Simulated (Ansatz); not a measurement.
Nb$_{3}$Te$_{4}$, in the lowest of the structures calculated here: P6₃/m (No. 176), hP14; a = 10.6634 Å, b = 10.6634 Å, c = 3.5929 Å, α = 90.00°, β = 90.00°, γ = 120.00°; Nb 6h (0.489, 0.103, 0.250); Te 2c (0.333, 0.667, 0.250); Te 6h (0.338, 0.271, 0.250). Method: PBEsol (plane waves to 420 eV, PAW, scalar-relativistic; Ansatz, a first-principles code). Element references, the lowest calculated here: Nb (Im-3m), Te (P3₁21).

Total energies (eV/atom, σ → 0; comparable only within this code, potentials and settings):

```
phase           E (eV/atom)
--------------  -----------
Nb3Te4 (P6₃/m)    -5870.843
Nb (Im-3m)        -4495.455
Te (P3₁21)        -6901.513
```

**Question.** What is the formation energy of this P6₃/m form of Nb3Te4 from the elements?

**Answer.** E_f = -5870.843 − [3 × (-4495.455) + 4 × (-6901.513)] / 7 = -0.50 eV/atom (-3.5 eV per formula unit).

Static energies, no anion corrections, no zero-point energy. Values are rounded to 0.01 eV/atom. Spin-orbit coupling is missing from these energies, which matters for elements this heavy. The compounds carry no spin polarisation.
